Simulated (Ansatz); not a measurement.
The relaxed structure here is a generated cell of PbI2: the first start was made by a random draw of sites in a space group, and the end was not matched to a known phase here, so it may be hypothetical. Known forms of PbI2 include space group No. 164.

The end point of a relaxation of PbI2. Space group P4₂/mmc (No. 131). Computed with PBEsol (plane waves to 420 eV, PAW, scalar-relativistic; Ansatz, an electronic-structure program).

```cif
data_I4Pb2
_chemical_formula_sum 'I4 Pb2'
_space_group_name_H-M_alt 'P 1'
_space_group_IT_number 1
_cell_length_a 4.60562
_cell_length_b 4.60562
_cell_length_c 11.28293
_cell_angle_alpha 90.000
_cell_angle_beta 90.000
_cell_angle_gamma 90.000
loop_
_space_group_symop_operation_xyz
  'x, y, z'
loop_
_atom_site_label
_atom_site_type_symbol
_atom_site_fract_x
_atom_site_fract_y
_atom_site_fract_z
_atom_site_occupancy
I1 I 0.00000 0.50000 0.00000 1
I2 I 0.50000 0.00000 0.50000 1
I3 I 0.50000 0.50000 0.25000 1
I4 I 0.50000 0.50000 0.75000 1
Pb1 Pb 0.00000 0.50000 0.50000 1
Pb2 Pb 0.50000 0.00000 0.00000 1
```

### Question
Give the band gap at the level PBEsol.

### Answer
0.31 eV, indirect (valence top at 38 % of the way from R to A, conduction bottom at R) (no spin-orbit coupling).

### Question
What smallest direct gap does PBEsol give?

### Answer
0.37 eV at R.

No spin polarisation in the result. Spin-orbit coupling is missing; with elements this heavy it can move band edges by tenths of an eV or more.

The run could not lose the symmetry of its start: the end is stationary, and may be a saddle point rather than a minimum.

All atoms sit on sites fixed by symmetry, so only the cell could relax.
